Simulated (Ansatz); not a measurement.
One crystal and one scan (energy over volume and axial ratio) at two levels, PBE (plane waves to 420 eV, PAW, scalar-relativistic; Ansatz, a program for electronic structure) and r2SCAN (plane waves to 500 eV, PAW, scalar-relativistic; Ansatz), each from its own relaxed cell and on its own mesh. The cell shown is that of PBE.

CsPbBr3 (cubic perovskite)

```
CsPbBr3
1.0
    6.00278     0.00000     0.00000
    0.00000     6.00278     0.00000
    0.00000     0.00000     6.00278
Cs Pb Br
1 1 3
Direct
  0.00000   0.00000   0.00000
  0.50000   0.50000   0.50000
  0.00000   0.50000   0.50000
  0.50000   0.50000   0.00000
  0.50000   0.00000   0.50000
```

Two coordinates are scanned: the volume, and the ratio of the stretch along z (the conventional c axis) to the stretch across it. Atoms keep their fractional coordinates.

E stands for the smeared free energy. CsPbBr3 was relaxed with its symmetry unable to fall. Spin-orbit coupling is left out, though Pb is heavy. This is a high-temperature form of CsPbBr3. Percentages come from the unrounded values. Both scans cover V/V₀ from 0.960 to 1.040 and (c/a)/(c/a)₀ from 0.960 to 1.040.

Results of PBE:

| Property | Result |
|---|---|
| Lattice constant a (Å) | 6.003 |
| Shear modulus C′ = (C11 − C12)/2 (fit, atoms clamped) (GPa) | 18 |

Task: What does r2SCAN give for the same quantities?

Result: 
| quantity | r2SCAN | PBE − r2SCAN |
|---|---|---|
| Lattice constant a (Å) | 5.938 | +0.065 (+1.1 %) |
| Shear modulus C′ = (C11 − C12)/2 (fit, atoms clamped) (GPa) | 21 | -3 (-17 %) |

PBE gives the higher value for: lattice constant a. PBE gives the lower value for: shear modulus C′.

(A scan under strain: stresses follow from slopes of the energy per volume, elastic moduli from its curvatures.)
